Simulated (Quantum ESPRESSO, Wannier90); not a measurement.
# TiO2 (anatase), plane waves to Wannier functions

```xyz
6
Lattice="0.0000 -3.7825 0.0000 3.7825 0.0000 0.0000 -1.8913 1.8913 4.8075" Properties=species:S:1:pos:R:3 pbc="T T T"
Ti     0.0000     0.0000     0.0000
Ti     0.0000     1.8913     2.4038
O      1.8913     0.0000    -0.4120
O      0.0000     0.0000     1.9918
O      0.0000     0.0000    -1.9918
O      0.0000     1.8913     0.4120
```

Materials Project entry mp-390; symmetrised, unrelaxed at this level. COD (Crystallography Open Database) has the formula in 6 space groups, this one among them (matched by group alone). Method: PBEsol plane waves in Quantum ESPRESSO 7.5 (PseudoDojo norm-conserving files, 68 Ry, no spin polarisation, no spin-orbit coupling), Bloch states on a 8×8×8 mesh through Γ, Wannier90 4.0.1. Density: 10×10×10 mesh, cold smearing 0.01 Ry.

Bands 13-24 form an isolated set from -4.75 to 0.00 eV relative to the valence-band maximum (on the path) and are turned into 12 Wannier functions by minimising the spread from the start: atomic waves O 2p.

**Question.** Where do the functions sit, how wide are they and what are they made of?

**Answer.** 
| functions | spread (Å²) | nearest atom, distance (Å) | second atom, distance (Å) | weight on atomic waves |
|---|---|---|---|---|
| 8 | 1.20 | O 0.08 | Ti 1.91 | O 2p 81 %, Ti 3d 15 % |
| 4 | 1.26 | O 0.03 | Ti 1.93 | O 2p 77 %, Ti 3d 17 % |

Ω_I = 14.34 Å², Ω_total = 14.62 Å²; the interpolated bands follow pw.x to 0.3 meV rms on the path. Only this start was tried; a symmetric start can stop on a saddle, and mixtures of these functions could lower the total by at most Ω_total − Ω_I.
